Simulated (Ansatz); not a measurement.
Input and output of a band-structure calculation on InGa3P4, ordered on the zincblende lattice (I-42m) with 8 atoms a cell (Ansatz, PBE). The geometry is the r2SCAN minimum.

Input (YAML):
```yaml
crystal:
  lattice:
    - [-2.7834816796, 2.7834816796, 5.5557041547]
    - [2.7834816796, -2.7834816796, 5.5557041547]
    - [2.7834816796, 2.7834816796, -5.5557041547]
  atoms:
    - { symbol: Ga, position: [0.75, 0.25, 0.5] }
    - { symbol: P, position: [0.133149374, 0.6064081504, 0.0] }
    - { symbol: Ga, position: [0.5, 0.5, 0.0] }
    - { symbol: P, position: [0.866850626, 0.866850626, 0.4732587765] }
    - { symbol: Ga, position: [0.25, 0.75, 0.5] }
    - { symbol: P, position: [0.6064081504, 0.133149374, 0.0] }
    - { symbol: In, position: [0.0, 0.0, 0.0] }
    - { symbol: P, position: [0.3935918496, 0.3935918496, 0.5267412235] }
kpoints:
  mp_grid: { grid: [6, 6, 6] }
  band_path:
    path:
      - [[0.0, 0.0, 0.0], [-1.074692020277e-17, 1.074692020277e-17, 0.5], [0.25, 0.25, 0.25], [-1.673616723153e-17, 0.5, 1.673616723153e-17], [0.0, 0.0, 0.0], [0.5, 0.5, -0.5], [0.3127535820212, 0.6872464179788, -0.3127535820212]]
      - [[-0.3127535820212, 0.3127535820212, 0.3127535820212], [0.0, 0.0, 0.0]]
      - [[-1.074692020277e-17, 1.074692020277e-17, 0.5], [-0.1255071640424, 0.1255071640424, 0.5]]
      - [[0.5, 0.5, -0.1255071640424], [0.5, 0.5, -0.5]]
    npoints: 10
hamiltonian:
  xc: pbe
scf:
  occupations: { method: fermi_dirac, width: 0.02 }
  n_extra_bands: 6
output:
  forces: true
  stress: true
  eigenvalues: true
  write_density: true
  write_potential: true
  elf: true
  volumetric_format: npy
```

Command: `ansatz run input.yaml --threads 4 --pin off --max-ram 6451MiB --backend cpu --events-out ev --progress --plain --runs-dir out`. It took 5.1 s on 4 threads of AMD EPYC 9R45 96-Core Processor (Zen 5), with other jobs on the host; peak host memory 0.88 GiB.

The log, with set-up remarks and timings taken out:
```
Functional definition: PBE
Crystal: 8 atoms, lattice volume = 172.177 Å³
Basis set: ecut = 420 eV, 3411 PW (Γ)
Bands: 42, of which v1, the nominal top of the filled ones, is band 36 counted from 1 (35 counted from 0)
Symmetry: 8 space group operations
Space group: I-42m (ITA 121)
k-points: 30 of 216 (time reversal used)
NSCF: frozen V_eff on 94 k-points
SCF converged after 7 iterations
Free energy (F): -19972.546524 eV
Fermi energy:    7.716481 eV
--- Forces (eV/Å), atoms counted from 1 ---
  atom   1  Ga      0.00000      0.00000      0.00000
  atom   2  P       0.00871    -0.00871    -0.00047
  atom   3  Ga      0.00000      0.00000      0.00000
  atom   4  P       0.00871      0.00871      0.00047
  atom   5  Ga      0.00000      0.00000      0.00000
  atom   6  P     -0.00871      0.00871    -0.00047
  atom   7  In      0.00000      0.00000      0.00000
  atom   8  P     -0.00871    -0.00871      0.00047
--- Stress (GPa, compression-positive) ---
        2.219635       0.000000       0.000000
        0.000000       2.219635       0.000000
        0.000000       0.000000       2.221711
  P = ⅓ Tr σ = 2.2203 GPa (22.203 kbar)
--- Band table (eV; the first three rows and the last of 30) ---
  k-point 0: bands = […, 3.7192, 4.4982, 4.4982, 6.9808, 7.0359, 7.0359, 8.3829, 8.7278, 8.9940, 10.9486, …]
  k-point 1: bands = […, 4.5123, 4.6654, 4.8320, 5.3991, 6.3982, 6.9310, 8.9213, 9.5360, 10.3131, 10.7484, …]
  k-point 2: bands = […, 4.8539, 5.1118, 5.1195, 5.6145, 5.6471, 6.5649, 9.4147, 9.6696, 9.8514, 10.2015, …]
  k-point 29: bands = […, 4.4334, 4.6379, 5.2124, 5.2124, 5.6762, 5.6762, 8.7536, 8.7536, 8.8574, 9.0846, …]
```

The rows of the band table are 0: (0, 0, 0) = Γ, 1: (0, 0, 1/6), 2: (0, 0, 1/3), 29: (-1/2, -1/2, -1/2) = M.

Levels along the path, in eV from the valence top (v1 is the last filled band, c1 the first empty one):

| point | distance (1/Å) | v2 | v1 | c1 | c2 |
| --- | --- | --- | --- | --- | --- |
| Γ | 0.00 | 0.00 | 0.00 | 1.35 | 1.69 |
| · | 0.40 | -1.26 | -0.25 | 2.11 | 2.88 |
| X | 0.80 | -0.87 | -0.86 | 1.43 | 1.73 |
| · | 0.94 | -0.92 | -0.88 | 1.75 | 2.06 |
| P | 1.08 | -0.91 | -0.91 | 2.32 | 2.32 |
| · | 1.36 | -1.31 | -1.25 | 2.50 | 2.70 |
| N | 1.65 | -1.22 | -1.15 | 3.07 | 3.39 |
| · | 1.96 | -0.77 | -0.36 | 2.59 | 2.69 |
| Γ | 2.28 | 0.00 | 0.00 | 1.35 | 1.69 |
| · | 2.56 | -0.60 | -0.60 | 1.70 | 2.30 |
| M | 2.84 | -1.36 | -1.36 | 1.72 | 1.72 |
| · | 3.05 | -1.29 | -1.28 | 1.67 | 2.26 |
| S | 3.26 | -1.05 | -0.98 | 1.92 | 3.02 |
| S₀ | 3.26 | -1.05 | -0.98 | 1.92 | 3.02 |
| · | 3.55 | -1.11 | -1.04 | 2.63 | 3.13 |
| · | 3.90 | -0.10 | -0.05 | 1.51 | 1.76 |
| Γ | 3.97 | 0.00 | 0.00 | 1.35 | 1.69 |
| X | 3.97 | -0.87 | -0.86 | 1.43 | 1.73 |
| · | 4.03 | -0.91 | -0.87 | 1.47 | 1.77 |
| · | 4.13 | -1.08 | -0.92 | 1.68 | 1.98 |
| R | 4.17 | -1.17 | -0.95 | 1.80 | 2.11 |
| G | 4.17 | -1.17 | -0.95 | 1.80 | 2.11 |
| · | 4.29 | -1.40 | -1.06 | 2.19 | 2.53 |
| · | 4.59 | -1.52 | -1.31 | 1.89 | 1.92 |
| M | 4.77 | -1.36 | -1.36 | 1.72 | 1.72 |

Planar averages along the third cell vector, from rho_z.tsv and v_z.tsv (valence density with its augmentation; electrostatic potential energy of an electron, of which only differences have a meaning):
```csv
z (Å),ρ (e/Å³),v_es (eV)
0.00,0.805,-0.63
0.43,0.592,0.30
0.85,0.341,2.86
1.28,0.229,5.79
1.84,0.194,7.04
2.27,0.228,5.33
2.70,0.364,2.81
3.12,0.765,1.00
3.55,0.891,0.73
3.97,0.469,2.07
4.40,0.254,4.49
4.82,0.200,6.66
5.39,0.211,6.49
5.82,0.293,3.89
6.24,0.491,1.01
6.67,0.775,-0.53
```

PBE gives a direct gap of 1.35 eV at Γ. Edges are sought over the mesh and the listed points. At this geometry PBE finds +2.22 GPa, compression counted positive: its own equilibrium volume is larger.

These are computed values for a spin-unpolarised cell that may be hypothetical; none is a measurement.

No spin-orbit coupling is included; it can move band edges with weight on the heavy atoms by tenths of an eV.
